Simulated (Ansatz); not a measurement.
## Fields on a plane of FeO (rock salt)

```xyz
2
Lattice="0.0000 2.1229 2.1229 2.1229 0.0000 2.1229 2.1229 2.1229 0.0000" Properties=species:S:1:pos:R:3 pbc="T T T"
O      0.0000     0.0000     0.0000
Fe     2.1229     2.1229     2.1229
```

The slice is a {100} plane (indices of the conventional cell) through the point (0.000, 0.000, 0.000) (fractional), spanned by u = [100] and v = [0 1 -1] in vectors of this cell: u (3.00 Å) and v (3.00 Å, at 90° to u). It covers one period; positions are fractions (u, v).

Atoms on it: O at (0.00, 0.00); Fe at (0.50, 0.50).

Method: PBEsol (plane waves to 420 eV, PAW, scalar-relativistic; Ansatz, a quantum-chemistry and plane-wave program). k mesh 19×19×19. These are valence fields of a PAW run, semicore shells included where kept as valence: close to a nucleus they are smooth pseudo fields. FeO is run spin-polarised and with no Hubbard U; the real compound is an antiferromagnetic insulator, a state that this run doesn't describe. FeO was relaxed with its symmetry unable to fall. Relaxed FeO ends ferromagnetic. The magnetic order is the one the run started from; other orders were not tried.

| v \ u | 0.00 | 0.12 | 0.25 | 0.38 | 0.50 | 0.62 | 0.75 | 0.88 |
|---|---|---|---|---|---|---|---|---|
| 0.88 | x | 0.81 | 0.72 | 0.18 | 0.08 | 0.18 | 0.72 | 0.81 |
| 0.75 | 0.77 | 0.72 | 0.18 | 0.08 | 0.26 | 0.08 | 0.18 | 0.72 |
| 0.62 | 0.33 | 0.18 | 0.08 | 0.59 | x | 0.59 | 0.08 | 0.18 |
| 0.50 | 0.14 | 0.08 | 0.26 | x | x | x | 0.26 | 0.08 |
| 0.38 | 0.33 | 0.18 | 0.08 | 0.59 | x | 0.59 | 0.08 | 0.18 |
| 0.25 | 0.77 | 0.72 | 0.18 | 0.08 | 0.26 | 0.08 | 0.18 | 0.72 |
| 0.12 | x | 0.81 | 0.72 | 0.18 | 0.08 | 0.18 | 0.72 | 0.81 |
| 0.00 | x | x | 0.77 | 0.33 | 0.14 | 0.33 | 0.77 | x |

Values: ELF of the down spins. Points within 0.4 Å of a nucleus are blanked (x), as the pseudised field means little there.

```
|xxxxxxxxxx@@@@@@@@@@@@@xxxxxxxxx|
|xxxxxxxxxx%@@@%%%%%@@@%xxxxxxxxx|
|xxxxxxxxxx%%%%#####%%%%xxxxxxxxx|
|xxxxxxxxx###***+++***###xxxxxxxx|
|xxxxxxxxx**+==-:::-==+**xxxxxxxx|
|xxxxxxxx*+=-.       .-=+*xxxxxxx|
|xxxxxxx++-.  xxxxxxx  .-++xxxxxx|
|xxxxxx*+-  xxxxxxxxxxx  -+*xxxxx|
|xxxx#*+-  xxxxxxxxxxxxx  -+*#xxx|
|@@%%#*=. xxxxxxxxxxxxxxx .=*#%%@|
|@@@%#+- xxxxxxxxxxxxxxxxx -+#%@@|
|@@@%*+. xxxxxxxxxxxxxxxxx .+*%@@|
|@@@%*= xxxxxxxxxxxxxxxxxxx =*%@@|
|@@%#*- xxxxxxxxxxxxxxxxxxx -*#%@|
|@@%#+: xxxxxxxxxxxxxxxxxxx :+#%@|
|@@%#+: xxxxxxxxxxxxxxxxxxx :+#%@|
|@@%#+: xxxxxxxxxxxxxxxxxxx :+#%@|
|@@%#*- xxxxxxxxxxxxxxxxxxx -*#%@|
|@@@%*= xxxxxxxxxxxxxxxxxxx =*%@@|
|@@@%*+. xxxxxxxxxxxxxxxxx .+*%@@|
|@@@%#+- xxxxxxxxxxxxxxxxx -+#%@@|
|@@%%#*=. xxxxxxxxxxxxxxx .=*#%%@|
|xxxx#*+-  xxxxxxxxxxxxx  -+*#xxx|
|xxxxxx*+-  xxxxxxxxxxx  -+*xxxxx|
|xxxxxxx++-.  xxxxxxx  .-++xxxxxx|
|xxxxxxxx*+=-.       .-=+*xxxxxxx|
|xxxxxxxxx**+==-:::-==+**xxxxxxxx|
|xxxxxxxxx###***+++***###xxxxxxxx|
|xxxxxxxxxx%%%%#####%%%%xxxxxxxxx|
|xxxxxxxxxx%@@@%%%%%@@@%xxxxxxxxx|
|xxxxxxxxxx@@@@@@@@@@@@@xxxxxxxxx|
|xxxxxxxxxx@@@@@@@@@@@@@xxxxxxxxx|
```
Scale: ten equal steps from 1.00 (start of ' ') to 9.69 (end of '@'), in the order ' .:-=+*#%@'. Values: electrostatic potential energy of an electron, from the cell's mean, in eV. The map has 32 points along u (one character each, u = 0 at the left) and 32 along v (v = 0 in the bottom row). Points within 0.9 Å of a nucleus are blanked (x), as the pseudised field means little there. Values under 1 eV are set to 1. The zero, the cell's mean, hangs on the PAW cores.

The density on the O–Fe line (2.12 Å) at its midpoint comes out as 0.44 e/Å³ and the ELF at that point is 0.13.
